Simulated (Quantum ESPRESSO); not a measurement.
## Calculated data, HfMgAl₂OsRh₃ (simulated cell), HfMo₂IrRuW₃ (simulated cell), HfMo₆Au (simulated cell)

All values are calculated (Quantum ESPRESSO 7.5). Calculation on a made-up metal alloy cell, not a measurement: no spin or spin-orbit, unrelaxed, 2900 K smearing, stress positive in tension, cell energy less fitted offsets; periodic Kohn-Sham density functional theory in plane waves with PseudoDojo standard norm-conserving scalar-relativistic pseudopotentials, each functional with its own files (v0.5 for PBE, v0.4.1 for LDA and PBEsol), eight atoms on drawn sites of a strained close-packed or body-centred lattice, each displaced and held fixed; the energy is the cell's free energy, ions and the entropy term -TS included, at the stated Fermi-Dirac width, less a fixed offset for each atom's element (shifted free energy); compositions with an open d shell lost a parallel starting moment in a cheaper test run, and other magnetic orders were not tried; an error bar is the largest change of its kind in a tighter rerun, never given below 0.002 eV, 0.02 GPa or 0.003 eV/angstrom, and covers cutoff and k-mesh only, not smearing or the files.

Settings shared by all entries: functional pbe; fermi dirac smearing 0.25 eV; electrons removed 0; run command mpirun -np 4 pw.x -nk 4 -in in; run processor AMD EPYC, Zen 5, virtual cores.

Notes on all entries: heavy elements are run without spin-orbit coupling, which real alloys of them have; a spin test at this wide smearing found no moment, but such smearing suppresses magnetism that the real alloy may have; lattice, volume and sites are drawn at random and may be unstable or far from any real phase; energies are for the whole cell, less offsets fitted to these runs, so they are not formation energies.

(1) HfMgAl₂OsRh₃ (simulated cell)

```xyz
8
Lattice="0.0000 -1.9771 -1.9771 -3.9543 1.9771 -1.9771 5.9314 5.9314 -3.9543" Properties=species:S:1:pos:R:3 HfMgAl2OsRh3
Mg     0.0594     0.0176    -0.0313
Hf     0.0327     1.9137    -1.9198
Os    -0.0662     3.9511    -3.8749
Rh     3.8509     3.9779    -3.9573
Rh    -2.0354    -0.0656    -1.9418
Rh    -2.0546     2.0186    -4.0339
Al     1.9480     1.9181    -4.0044
Al     1.9614     3.8962    -5.9669
```

| Item | Value |
| --- | --- |
| lattice type | face-centred cubic |
| cutoff | 1197 eV |
| k mesh | 8 x 5 x 3 shifted half a step off Gamma on each axis |
| entropy term negative ts | -1.207 eV |
| pressure | 0.93 GPa |
| stress xx | 7.81 GPa |
| stress yy | -5.56 GPa |
| stress zz | -5.04 GPa |
| stress yz | -1.48 GPa |
| stress xz | 2.49 GPa |
| stress xy | -1.82 GPa |
| shifted free energy | -2.476 eV |

Atoms:
| atoms element | atom site | atom energy offset (eV) |
| --- | --- | --- |
| Mg | 1 | -1616.19 |
| Hf | 2 | -1535.13 |
| Os | 3 | -2753.07 |
| Rh | 4 | -3191.96 |
| Rh | 5 | -3191.96 |
| Rh | 6 | -3191.96 |
| Al | 7 | -63.26 |
| Al | 8 | -63.26 |

Forces:
| site | x (eV/Å) | y (eV/Å) | z (eV/Å) |
| --- | --- | --- | --- |
| 1 | -0.464 | -1.132 | 1.115 |
| 2 | -2.455 | 0.641 | -0.936 |
| 3 | 0.939 | -0.172 | -0.32 |
| 4 | -0.175 | -0.501 | 0.321 |
| 5 | -0.187 | 0.035 | -0.036 |
| 6 | 1.076 | 0.023 | 0.282 |
| 7 | 1.485 | 1.033 | -0.556 |
| 8 | -0.22 | 0.073 | 0.131 |

Notes: error bars: energy 0.012 eV, stress 0.098 GPa, force 0.011 eV/Å, from a tighter rerun of a related cell, whose elements or sites may differ; 18 SCF iterations, 204 s of wall time on a shared machine.

(2) HfMgAl₂OsRh₃ (simulated cell)

```xyz
8
Lattice="0.0000 -1.9771 -1.9771 -3.9543 1.9771 -1.9771 5.9314 5.9314 -3.9543" Properties=species:S:1:pos:R:3 HfMgAl2OsRh3
Hf     0.0594     0.0176    -0.0313
Rh     0.0327     1.9137    -1.9198
Rh    -0.0662     3.9511    -3.8749
Al     3.8509     3.9779    -3.9573
Al    -2.0354    -0.0656    -1.9418
Rh    -2.0546     2.0186    -4.0339
Mg     1.9480     1.9181    -4.0044
Os     1.9614     3.8962    -5.9669
```

| Quantity | Value |
| --- | --- |
| lattice type | face-centred cubic |
| cutoff | 1197 eV |
| k mesh | 8 x 5 x 3 shifted half a step off Gamma on each axis |
| entropy term negative ts | -1.343 eV |
| pressure | 2.56 GPa |
| stress xx | -1.67 GPa |
| stress yy | -3.22 GPa |
| stress zz | -2.78 GPa |
| stress yz | -5.42 GPa |
| stress xz | -1.47 GPa |
| stress xy | 1.29 GPa |
| shifted free energy | -1.167 eV |

Atoms:
| atoms element | atom site | atom energy offset (eV) |
| --- | --- | --- |
| Hf | 1 | -1535.13 |
| Rh | 2 | -3191.96 |
| Rh | 3 | -3191.96 |
| Al | 4 | -63.26 |
| Al | 5 | -63.26 |
| Rh | 6 | -3191.96 |
| Mg | 7 | -1616.19 |
| Os | 8 | -2753.07 |

Forces:
| site | x (eV/Å) | y (eV/Å) | z (eV/Å) |
| --- | --- | --- | --- |
| 1 | -0.418 | -0.126 | 0.144 |
| 2 | -1.646 | 0.282 | -0.476 |
| 3 | 0.807 | 0.654 | -1.272 |
| 4 | 0.532 | -0.544 | 0.225 |
| 5 | 0.786 | 0.232 | -0.187 |
| 6 | 0.935 | -0.834 | 1.053 |
| 7 | -0.688 | -0.122 | 0.602 |
| 8 | -0.307 | 0.459 | -0.089 |

Notes: error bars: energy 0.012 eV, stress 0.098 GPa, force 0.011 eV/Å, from a tighter rerun of a related cell, whose elements or sites may differ; 16 SCF iterations, 191 s of wall time on a shared machine.

(3) HfMgAl₂OsRh₃ (simulated cell)

```xyz
8
Lattice="0.0000 -1.9771 -1.9771 -3.9543 1.9771 -1.9771 5.9314 5.9314 -3.9543" Properties=species:S:1:pos:R:3 HfMgAl2OsRh3
Os     0.0594     0.0176    -0.0313
Rh     0.0327     1.9137    -1.9198
Rh    -0.0662     3.9511    -3.8749
Mg     3.8509     3.9779    -3.9573
Al    -2.0354    -0.0656    -1.9418
Al    -2.0546     2.0186    -4.0339
Rh     1.9480     1.9181    -4.0044
Hf     1.9614     3.8962    -5.9669
```

| Item | Value |
| --- | --- |
| lattice type | face-centred cubic |
| cutoff | 1197 eV |
| k mesh | 8 x 5 x 3 shifted half a step off Gamma on each axis |
| entropy term negative ts | -1.364 eV |
| pressure | 1.61 GPa |
| stress xx | 0.64 GPa |
| stress yy | -2.93 GPa |
| stress zz | -2.55 GPa |
| stress yz | -4.34 GPa |
| stress xz | -2.26 GPa |
| stress xy | 2.51 GPa |
| shifted free energy | -0.956 eV |

Atoms:
| atoms element | atom site | atom energy offset (eV) |
| --- | --- | --- |
| Os | 1 | -2753.07 |
| Rh | 2 | -3191.96 |
| Rh | 3 | -3191.96 |
| Mg | 4 | -1616.19 |
| Al | 5 | -63.26 |
| Al | 6 | -63.26 |
| Rh | 7 | -3191.96 |
| Hf | 8 | -1535.13 |

Forces:
| site | x (eV/Å) | y (eV/Å) | z (eV/Å) |
| --- | --- | --- | --- |
| 1 | -0.094 | -0.56 | 0.59 |
| 2 | -0.78 | 0.187 | -0.348 |
| 3 | -0.086 | -0.279 | -0.315 |
| 4 | 0.979 | -1.02 | 0.475 |
| 5 | 1.819 | 1.059 | -1.218 |
| 6 | 0.551 | -0.02 | 0.172 |
| 7 | -0.163 | 0.511 | 0.137 |
| 8 | -2.225 | 0.124 | 0.506 |

Notes: error bars: energy 0.012 eV, stress 0.098 GPa, force 0.011 eV/Å, from a tighter rerun of a related cell, whose elements or sites may differ; 17 SCF iterations, 197 s of wall time on a shared machine.

(4) HfMgAl₂OsRh₃ (simulated cell)

```xyz
8
Lattice="0.0000 -1.9771 -1.9771 -3.9543 1.9771 -1.9771 5.9314 5.9314 -3.9543" Properties=species:S:1:pos:R:3 HfMgAl2OsRh3
Hf     0.0594     0.0176    -0.0313
Os     0.0327     1.9137    -1.9198
Al    -0.0662     3.9511    -3.8749
Rh     3.8509     3.9779    -3.9573
Rh    -2.0354    -0.0656    -1.9418
Al    -2.0546     2.0186    -4.0339
Mg     1.9480     1.9181    -4.0044
Rh     1.9614     3.8962    -5.9669
```

| Item | Value |
| --- | --- |
| lattice type | face-centred cubic |
| cutoff | 1197 eV |
| k mesh | 8 x 5 x 3 shifted half a step off Gamma on each axis |
| entropy term negative ts | -1.283 eV |
| pressure | 2.8 GPa |
| stress xx | -1.5 GPa |
| stress yy | -3.38 GPa |
| stress zz | -3.52 GPa |
| stress yz | -5.16 GPa |
| stress xz | 0.87 GPa |
| stress xy | -0.33 GPa |
| shifted free energy | -1.17 eV |

Atoms:
| atoms element | atom site | atom energy offset (eV) |
| --- | --- | --- |
| Hf | 1 | -1535.13 |
| Os | 2 | -2753.07 |
| Al | 3 | -63.26 |
| Rh | 4 | -3191.96 |
| Rh | 5 | -3191.96 |
| Al | 6 | -63.26 |
| Mg | 7 | -1616.19 |
| Rh | 8 | -3191.96 |

Forces:
| site | x (eV/Å) | y (eV/Å) | z (eV/Å) |
| --- | --- | --- | --- |
| 1 | -2.014 | -1.507 | 1.432 |
| 2 | -0.9 | 0.48 | -0.664 |
| 3 | 1.129 | 0.341 | -0.855 |
| 4 | 0.672 | -0.563 | 0.151 |
| 5 | 0.343 | 0.59 | -0.589 |
| 6 | 1.454 | -0.114 | 0.345 |
| 7 | 0.194 | 0.792 | -0.23 |
| 8 | -0.878 | -0.019 | 0.411 |

Notes: error bars: energy 0.012 eV, stress 0.098 GPa, force 0.011 eV/Å, from a tighter rerun of this cell; 15 SCF iterations, 181 s of wall time on a shared machine.

(5) HfMgAl₂OsRh₃ (simulated cell)

```xyz
8
Lattice="0.0000 -1.9771 -1.9771 -3.9543 1.9771 -1.9771 5.9314 5.9314 -3.9543" Properties=species:S:1:pos:R:3 HfMgAl2OsRh3
Rh     0.0594     0.0176    -0.0313
Rh     0.0327     1.9137    -1.9198
Al    -0.0662     3.9511    -3.8749
Mg     3.8509     3.9779    -3.9573
Hf    -2.0354    -0.0656    -1.9418
Rh    -2.0546     2.0186    -4.0339
Al     1.9480     1.9181    -4.0044
Os     1.9614     3.8962    -5.9669
```

| Quantity | Value |
| --- | --- |
| lattice type | face-centred cubic |
| cutoff | 1197 eV |
| k mesh | 8 x 5 x 3 shifted half a step off Gamma on each axis |
| entropy term negative ts | -1.287 eV |
| pressure | 3.46 GPa |
| stress xx | 0.47 GPa |
| stress yy | -5.29 GPa |
| stress zz | -5.57 GPa |
| stress yz | -3.44 GPa |
| stress xz | -2.81 GPa |
| stress xy | 2.86 GPa |
| shifted free energy | -1.494 eV |

Atoms:
| atoms element | atom site | atom energy offset (eV) |
| --- | --- | --- |
| Rh | 1 | -3191.96 |
| Rh | 2 | -3191.96 |
| Al | 3 | -63.26 |
| Mg | 4 | -1616.19 |
| Hf | 5 | -1535.13 |
| Rh | 6 | -3191.96 |
| Al | 7 | -63.26 |
| Os | 8 | -2753.07 |

Forces:
| site | x (eV/Å) | y (eV/Å) | z (eV/Å) |
| --- | --- | --- | --- |
| 1 | -0.289 | -0.319 | 0.259 |
| 2 | -0.273 | 1.052 | -1.232 |
| 3 | 0.143 | -0.556 | 0.142 |
| 4 | 1.321 | -0.732 | 0.361 |
| 5 | 0.669 | 1.473 | -1.456 |
| 6 | 1.211 | 0 | 0.199 |
| 7 | -1.211 | -0.265 | 0.722 |
| 8 | -1.572 | -0.654 | 1.005 |

Notes: error bars: energy 0.012 eV, stress 0.098 GPa, force 0.011 eV/Å, from a tighter rerun of a related cell, whose elements or sites may differ; 18 SCF iterations, 202 s of wall time on a shared machine.

(6) HfMgAl₂OsRh₃ (simulated cell)

```xyz
8
Lattice="0.0000 -1.9771 -1.9771 -3.9543 1.9771 -1.9771 5.9314 5.9314 -3.9543" Properties=species:S:1:pos:R:3 HfMgAl2OsRh3
Al     0.0594     0.0176    -0.0313
Rh     0.0327     1.9137    -1.9198
Rh    -0.0662     3.9511    -3.8749
Os     3.8509     3.9779    -3.9573
Mg    -2.0354    -0.0656    -1.9418
Hf    -2.0546     2.0186    -4.0339
Rh     1.9480     1.9181    -4.0044
Al     1.9614     3.8962    -5.9669
```

| Quantity | Value |
| --- | --- |
| lattice type | face-centred cubic |
| cutoff | 1197 eV |
| k mesh | 8 x 5 x 3 shifted half a step off Gamma on each axis |
| entropy term negative ts | -1.229 eV |
| pressure | 3.11 GPa |
| stress xx | -0.52 GPa |
| stress yy | -4.23 GPa |
| stress zz | -4.59 GPa |
| stress yz | -4.42 GPa |
| stress xz | 1.19 GPa |
| stress xy | -0.32 GPa |
| shifted free energy | -1.194 eV |

Atoms:
| atoms element | atom site | atom energy offset (eV) |
| --- | --- | --- |
| Al | 1 | -63.26 |
| Rh | 2 | -3191.96 |
| Rh | 3 | -3191.96 |
| Os | 4 | -2753.07 |
| Mg | 5 | -1616.19 |
| Hf | 6 | -1535.13 |
| Rh | 7 | -3191.96 |
| Al | 8 | -63.26 |

Forces:
| site | x (eV/Å) | y (eV/Å) | z (eV/Å) |
| --- | --- | --- | --- |
| 1 | -2.317 | -0.791 | 0.685 |
| 2 | -1.016 | 0.254 | -0.437 |
| 3 | 0.573 | 0.05 | -0.696 |
| 4 | 0.717 | -0.276 | -0.1 |
| 5 | 1.193 | 0.217 | -0.252 |
| 6 | 2.257 | 0.486 | -0.233 |
| 7 | 0.167 | 0.764 | 0.052 |
| 8 | -1.575 | -0.703 | 0.982 |

Notes: error bars: energy 0.012 eV, stress 0.098 GPa, force 0.011 eV/Å, from a tighter rerun of a related cell, whose elements or sites may differ; 18 SCF iterations, 201 s of wall time on a shared machine.

(7) HfMo₂IrRuW₃ (simulated cell)

```xyz
8
Lattice="2.0194 4.0388 2.0194 2.0194 -4.0388 2.0194 4.0388 0.0000 -4.0388" Properties=species:S:1:pos:R:3 HfMo2IrRuW3
Ir     0.0918     0.1041     0.0978
Hf     2.0971     0.1306    -1.9884
Ru     2.0518    -2.1075    -0.0693
Mo     4.0862    -1.8756    -2.0619
W      2.0431     2.0079    -0.0152
W      3.9176     2.1049    -2.0632
W      2.0413     0.0357     2.0476
Mo     4.1477     0.1649     0.0498
```

| Quantity | Value |
| --- | --- |
| lattice type | face-centred cubic |
| cutoff | 1143 eV |
| k mesh | 5 x 5 x 4 shifted half a step off Gamma on each axis |
| entropy term negative ts | -1.859 eV |
| pressure | 0.66 GPa |
| stress xx | 0.35 GPa |
| stress yy | -1.7 GPa |
| stress zz | -0.62 GPa |
| stress yz | -1.76 GPa |
| stress xz | -0.94 GPa |
| stress xy | -1.5 GPa |
| shifted free energy | -1.149 eV |

Atoms:
| atoms element | atom site | atom energy offset (eV) |
| --- | --- | --- |
| Ir | 1 | -3133.86 |
| Hf | 2 | -1535.13 |
| Ru | 3 | -2750.51 |
| Mo | 4 | -1911.95 |
| W | 5 | -2063.48 |
| W | 6 | -2063.48 |
| W | 7 | -2063.48 |
| Mo | 8 | -1911.95 |

Forces:
| site | x (eV/Å) | y (eV/Å) | z (eV/Å) |
| --- | --- | --- | --- |
| 1 | -0.435 | -0.655 | -0.881 |
| 2 | -1.06 | -1.993 | 0.287 |
| 3 | -0.503 | 1.164 | 0.663 |
| 4 | 0.67 | -0.476 | -1.067 |
| 5 | -0.675 | 1.476 | 1.614 |
| 6 | 2.236 | 0.983 | -0.368 |
| 7 | 0.53 | 0.128 | -0.271 |
| 8 | -0.763 | -0.625 | 0.022 |

Notes: error bars: energy 0.0095 eV, stress 0.13 GPa, force 0.014 eV/Å, from a tighter rerun of this cell; 19 SCF iterations, 221 s of wall time on a shared machine.

(8) HfMo₆Au (simulated cell)

```xyz
8
Lattice="4.3672 -2.4820 -0.0106 -2.9259 -0.0446 -4.7061 2.9490 5.0287 0.0338" Properties=species:S:1:pos:R:3 HfMo6Au
Mo     0.0557     0.0251     0.0130
Hf     1.4345     2.4984     0.0097
Mo     0.0672     1.5440    -2.2700
Mo     1.4106     4.0955    -2.3618
Mo     3.0304     0.1031    -0.0141
Mo     4.4980     2.5621    -0.0636
Au     1.4100    -0.8610    -2.4047
Mo     3.0166     1.7056    -2.3455
```

| Property | Result |
| --- | --- |
| lattice type | hexagonal close-packed |
| cutoff | 1088 eV |
| k mesh | 5 x 5 x 4 shifted half a step off Gamma on each axis |
| entropy term negative ts | -2.022 eV |
| pressure | -3.32 GPa |
| stress xx | 5.91 GPa |
| stress yy | 2.47 GPa |
| stress zz | 1.57 GPa |
| stress yz | 0.46 GPa |
| stress xz | 0.2 GPa |
| stress xy | 1.6 GPa |
| shifted free energy | -0.477 eV |

Atoms:
| atoms element | atom site | atom energy offset (eV) |
| --- | --- | --- |
| Mo | 1 | -1911.95 |
| Hf | 2 | -1535.13 |
| Mo | 3 | -1911.95 |
| Mo | 4 | -1911.95 |
| Mo | 5 | -1911.95 |
| Mo | 6 | -1911.95 |
| Au | 7 | -4032.82 |
| Mo | 8 | -1911.95 |

Forces:
| site | x (eV/Å) | y (eV/Å) | z (eV/Å) |
| --- | --- | --- | --- |
| 1 | 0.005 | -0.694 | -0.27 |
| 2 | 1.084 | 0.47 | 0.96 |
| 3 | -0.415 | 0.449 | -0.627 |
| 4 | 0.018 | 0.091 | -0.6 |
| 5 | -1.126 | -0.137 | -0.456 |
| 6 | -0.159 | 0.243 | 0.217 |
| 7 | 0.561 | 0.201 | 0.623 |
| 8 | 0.032 | -0.623 | 0.154 |

Notes: error bars: energy 0.0045 eV, stress 0.053 GPa, force 0.0095 eV/Å, from a tighter rerun of a related cell, whose elements or sites may differ; 19 SCF iterations, 169 s of wall time on a shared machine.

(9) HfMo₆Au (simulated cell)

```xyz
8
Lattice="4.3672 -2.4820 -0.0106 -2.9259 -0.0446 -4.7061 2.9490 5.0287 0.0338" Properties=species:S:1:pos:R:3 HfMo6Au
Mo     0.0557     0.0251     0.0130
Mo     1.4345     2.4984     0.0097
Hf     0.0672     1.5440    -2.2700
Mo     1.4106     4.0955    -2.3618
Mo     3.0304     0.1031    -0.0141
Mo     4.4980     2.5621    -0.0636
Au     1.4100    -0.8610    -2.4047
Mo     3.0166     1.7056    -2.3455
```

| Property | Result |
| --- | --- |
| lattice type | hexagonal close-packed |
| cutoff | 1088 eV |
| k mesh | 5 x 5 x 4 shifted half a step off Gamma on each axis |
| stress yz | ? |
| entropy term negative ts | ? |
| stress xz | ? |

Atoms:
| atoms element | atom site | atom energy offset (eV) |
| --- | --- | --- |
| Mo | 1 | -1911.95 |
| Mo | 2 | -1911.95 |
| Hf | 3 | -1535.13 |
| Mo | 4 | -1911.95 |
| Mo | 5 | -1911.95 |
| Mo | 6 | -1911.95 |
| Au | 7 | -4032.82 |
| Mo | 8 | -1911.95 |

Notes: error bars: energy 0.0045 eV, stress 0.053 GPa, force 0.0095 eV/Å, from a tighter rerun of a related cell, whose elements or sites may differ; 18 SCF iterations, 163 s of wall time on a shared machine.

(10) HfMo₆Au (simulated cell)

```xyz
8
Lattice="4.3672 -2.4820 -0.0106 -2.9259 -0.0446 -4.7061 2.9490 5.0287 0.0338" Properties=species:S:1:pos:R:3 HfMo6Au
Mo     0.0557     0.0251     0.0130
Mo     1.4345     2.4984     0.0097
Mo     0.0672     1.5440    -2.2700
Hf     1.4106     4.0955    -2.3618
Mo     3.0304     0.1031    -0.0141
Mo     4.4980     2.5621    -0.0636
Au     1.4100    -0.8610    -2.4047
Mo     3.0166     1.7056    -2.3455
```

| Quantity | Value |
| --- | --- |
| lattice type | hexagonal close-packed |
| cutoff | 1088 eV |
| k mesh | 5 x 5 x 4 shifted half a step off Gamma on each axis |
| entropy term negative ts | ? |
| stress yz | ? |
| pressure | ? |

Atoms:
| atoms element | atom site | atom energy offset (eV) |
| --- | --- | --- |
| Mo | 1 | -1911.95 |
| Mo | 2 | -1911.95 |
| Mo | 3 | -1911.95 |
| Hf | 4 | -1535.13 |
| Mo | 5 | -1911.95 |
| Mo | 6 | -1911.95 |
| Au | 7 | -4032.82 |
| Mo | 8 | -1911.95 |

Notes: error bars: energy 0.0045 eV, stress 0.053 GPa, force 0.0095 eV/Å, from a tighter rerun of a related cell, whose elements or sites may differ; 19 SCF iterations, 167 s of wall time on a shared machine.

To be estimated
1. HfMo₆Au (simulated cell) (entry 9): stress yz?
2. What entropy term negative ts does the calculation give for HfMo₆Au (simulated cell) (entry 9)?
3. Estimate the stress xz of HfMo₆Au (simulated cell) (entry 9).
4. Estimate the entropy term negative ts of HfMo₆Au (simulated cell) (entry 10).
5. Give the missing stress yz for HfMo₆Au (simulated cell) (entry 10).
6. What pressure does the calculation give for HfMo₆Au (simulated cell) (entry 10)?
7. Give the table of forces values for HfMo₆Au (simulated cell) (entry 10).

Answers
1. 0.85 GPa
2. -1.997 eV
3. 0.38 GPa
4. -1.993 eV
5. 1.25 GPa
6. -3.44 GPa
7. 
Forces:
| site | x (eV/Å) | y (eV/Å) | z (eV/Å) |
| --- | --- | --- | --- |
| 1 | -0.02 | -0.181 | -0.524 |
| 2 | 0.673 | 0.09 | 1.087 |
| 3 | -0.443 | 0.826 | -0.385 |
| 4 | 0.73 | -0.093 | -0.157 |
| 5 | -0.365 | 0.301 | -0.838 |
| 6 | -0.541 | -0.168 | 0.422 |
| 7 | 0.902 | 0.571 | 0.341 |
| 8 | -0.936 | -1.346 | 0.054 |

Further results for HfMo₆Au (simulated cell) (entry 9):

| Item | Value |
| --- | --- |
| pressure | -3.47 GPa |
| stress xx | 7 GPa |
| stress yy | 2.97 GPa |
| stress zz | 0.45 GPa |
| stress xy | 0.83 GPa |
| shifted free energy | -0.721 eV |

Forces:
| site | x (eV/Å) | y (eV/Å) | z (eV/Å) |
| --- | --- | --- | --- |
| 1 | 0.23 | -0.974 | 0.827 |
| 2 | 0.587 | 0.788 | 0.658 |
| 3 | -0.803 | 0.628 | -0.98 |
| 4 | -0.02 | -0.265 | 0.015 |
| 5 | -0.819 | 0.183 | -0.606 |
| 6 | -0.059 | -0.009 | -0.034 |
| 7 | 0.737 | 0.011 | 0.405 |
| 8 | 0.147 | -0.362 | -0.285 |

Further results for HfMo₆Au (simulated cell) (entry 10):

| Quantity | Value |
| --- | --- |
| stress xx | 6.26 GPa |
| stress yy | 2.85 GPa |
| stress zz | 1.22 GPa |
| stress xz | 0.44 GPa |
| stress xy | 1.5 GPa |
| shifted free energy | -0.51 eV |
